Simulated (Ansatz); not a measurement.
According to PBE (plane waves, PAW; program Ansatz), Ge in the cubic phase (I-43m; Ge on 2a, Ge on 8c, Ge on 12d, Ge on 24g) relaxes to a = 10.632 Å. Ge on 2a has 4 nearest neighbours from 2.49 Å (tetrahedral); Ge on 8c has 4 nearest neighbours from 2.47 Å (tetrahedral); Ge on 24g has 4 nearest neighbours from 2.47 Å (tetrahedral).

The Kohn–Sham gap is 0.88 eV (indirect). The valence maximum lies at N and the conduction minimum at H. The electron mass is 0.27 mₑ (isotropic). The hole mass is 0.13, 0.79, 3.3 mₑ (principal values).

An equation-of-state fit gives a bulk modulus of 535 kbar.

The start of the workflow was typed in or built on a structure type; neither database checked (COD, Materials Project) lists it. It is not the phase usual at ambient conditions (space group No. 227). The PBE relaxation kept the symmetry of its start; whether a distortion lowers the energy is not shown. Spin–orbit coupling is left out wherever it is not named.

Potentials: the later of the program's two PAW sets.
